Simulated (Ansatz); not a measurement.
Ti₅Al₂C₃: course of a relaxation

All numbers below come from DFT PBEsol, scalar-relativistic, plane waves, PAW in Ansatz. Settings: 420 eV cutoff, 12×12×12 k-mesh, Gaussian smearing of 0.10 eV, no spin polarisation.

What was changed: biaxial strain in the a-b plane, c and atoms relaxed: -1.0 %.

Command:

```bash
ansatz run input.yaml --threads 2 --pin off --max-ram 5120MiB --backend cpu --events-out ev --progress --plain --runs-dir out
```

Input:

```yaml
crystal:
  lattice:
    - [1.5075663833, 0.8703938573, 15.9116727603]
    - [-1.5075663833, 0.8703938573, 15.9116727603]
    - [0.0, -1.7828627292, 15.9139743307]
  atoms:
    - { symbol: Ti, position: [0.5, 0.5, 0.5] }
    - { symbol: Ti, position: [0.7846243549, 0.7846243549, 0.7846243549] }
    - { symbol: Ti, position: [0.690214665, 0.690214665, 0.690214665] }
    - { symbol: Ti, position: [0.309785335, 0.309785335, 0.309785335] }
    - { symbol: Ti, position: [0.2153756451, 0.2153756451, 0.2153756451] }
    - { symbol: Al, position: [0.596087747, 0.596087747, 0.596087747] }
    - { symbol: Al, position: [0.403912253, 0.403912253, 0.403912253] }
    - { symbol: C, position: [0.8598921538, 0.8598921538, 0.8598921538] }
    - { symbol: C, position: [0.1401078462, 0.1401078462, 0.1401078462] }
    - { symbol: C, position: [0.0, 0.0, 0.0] }
basis:
  ecutwfc: 420
kpoints:
  mp_grid: { grid: [12, 12, 12] }
hamiltonian:
  xc: pbesol
scf:
  occupations: { method: gaussian, width: 0.1 }
output:
  forces: true
  stress: true
  eigenvalues: true
relax:
  adjacent_minimum: "off"
  f_tol: 0.008
  max_steps: 40
  cell: { stress_tol: 0.015, fix: [a, b, gamma] }
```

F is the free energy. Steps run on the plane waves of an earlier cell, but the last one, and at times one on the way, on a freshly chosen basis, so a repeated geometry can differ a little in energy. The held parts of the cell keep their stress, so P needn't end at zero.

Steps:

```
step F − F(1) (eV) largest force component (eV/Å) V (Å³/atom) P (GPa)
   1         0.0000                           0.199       12.730     2.71
   2        -0.0019                           0.092       12.664     2.82
   3        -0.0053                           0.017       12.709     2.47
   4        -0.0054                           0.009       12.709     2.48
   5        -0.0054                           0.001       12.708     2.48
   6        -0.0052                           0.001       12.708     2.48
```

Relaxed structure:

```cif
data_structure
_symmetry_space_group_name_H-M 'P 1'
_symmetry_Int_Tables_number 1
_cell_length_a 16.0066
_cell_length_b 16.0066
_cell_length_c 16.0128
_cell_angle_alpha 10.924
_cell_angle_beta 10.924
_cell_angle_gamma 10.809
_cell_volume 127.08
loop_
_atom_site_label
_atom_site_type_symbol
_atom_site_fract_x
_atom_site_fract_y
_atom_site_fract_z
_atom_site_occupancy
Ti1 Ti 0.50000 0.50000 0.50000 1
Ti2 Ti 0.78478 0.78478 0.78342 1
Ti3 Ti 0.69102 0.69102 0.68913 1
Ti4 Ti 0.30898 0.30898 0.31087 1
Ti5 Ti 0.21522 0.21522 0.21658 1
Al1 Al 0.59323 0.59323 0.60197 1
Al2 Al 0.40677 0.40677 0.39803 1
C1 C 0.86012 0.86012 0.85980 1
C2 C 0.13988 0.13988 0.14020 1
C3 C 0.00000 0.00000 0.00000 1
```

It takes space group C2/m (No. 12, monoclinic). The conventional cell has a = 5.298 Å, b = 3.015 Å, c = 16.013 Å, α = 90.00°, β = 96.42°, γ = 90.00°. Ti (site symmetry 2/m) has 6 C at 2.16 to 2.18 Å as nearest neighbours. Ti (site symmetry m) has 3 C at 2.05 to 2.06 Å as nearest neighbours. Ti (site symmetry m) has 3 C at 2.08 to 2.10 Å as nearest neighbours. Al (site symmetry m) has 6 Ti at 2.84 to 2.85 Å and 6 Al at 3.02 to 3.05 Å as nearest neighbours. C (site symmetry m) has 6 Ti at 2.05 to 2.18 Å as nearest neighbours. C (site symmetry 2/m) has 6 Ti at 2.08 to 2.10 Å as nearest neighbours.

The run converged. It took 8.3 min on 2 threads of Arm Neoverse V2, with other jobs on the host, peak memory 2 GiB.